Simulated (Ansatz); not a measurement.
NbN:
```xyz
2
Lattice="0.0000 2.1902 2.1902 2.1902 0.0000 2.1902 2.1902 2.1902 0.0000" Properties=species:S:1:pos:R:3 pbc="T T T"
N      0.0000     0.0000     0.0000
Nb     2.1902     2.1902     2.1902
```

Relaxed with PBEsol.

Problem. Map the electron localisation function on the plane through (0.000, 0.000, 0.000) spanned by u = [1, 0, 0] and v = [0, 1, -1] in lattice vectors, from the program Ansatz at the PBEsol level (PAW).

Solution. x is the fraction of u, y of v (the angle between them is 90°; rows are the nearest grid lines); atoms in the plane: N at (0.00, 0.00), Nb at (0.50, 0.50).
```
y \ x   0.000  0.0625  0.188  0.250  0.375  0.438  0.562  0.625  0.750  0.812  0.938   1.00
------  -----  ------  -----  -----  -----  -----  -----  -----  -----  -----  -----  -----
1.00    0.037   0.171  0.792  0.768  0.340  0.217  0.217  0.340  0.768  0.792  0.171  0.037
0.938   0.167   0.346  0.800  0.744  0.279  0.182  0.182  0.279  0.744  0.800  0.346  0.167
0.875   0.605   0.680  0.791  0.623  0.171  0.148  0.148  0.171  0.623  0.791  0.680  0.605
0.750   0.768   0.744  0.349  0.170  0.408  0.602  0.602  0.408  0.170  0.349  0.744  0.768
0.688   0.576   0.511  0.168  0.205  0.675  0.763  0.763  0.675  0.205  0.168  0.511  0.576
0.625   0.340   0.279  0.175  0.408  0.744  0.705  0.705  0.744  0.408  0.175  0.279  0.340
0.562   0.217   0.182  0.272  0.602  0.705  0.438  0.438  0.705  0.602  0.272  0.182  0.217
0.438   0.217   0.182  0.272  0.602  0.705  0.438  0.438  0.705  0.602  0.272  0.182  0.217
0.375   0.340   0.279  0.175  0.408  0.744  0.705  0.705  0.744  0.408  0.175  0.279  0.340
0.312   0.576   0.511  0.168  0.205  0.675  0.763  0.763  0.675  0.205  0.168  0.511  0.576
0.250   0.768   0.744  0.349  0.170  0.408  0.602  0.602  0.408  0.170  0.349  0.744  0.768
0.125   0.605   0.680  0.791  0.623  0.171  0.148  0.148  0.171  0.623  0.791  0.680  0.605
0.0625  0.167   0.346  0.800  0.744  0.279  0.182  0.182  0.279  0.744  0.800  0.346  0.167
0.000   0.037   0.171  0.792  0.768  0.340  0.217  0.217  0.340  0.768  0.792  0.171  0.037
```

The density is the valence pseudo-density with augmentation charge, so density and ELF within about 1 Å of a nucleus are not all-electron values.

Space group Fm-3m (rock salt). The cell was relaxed with PBEsol under the symmetry of its start. No spin polarisation was allowed.

Potentials: the later of the program's two PAW sets.
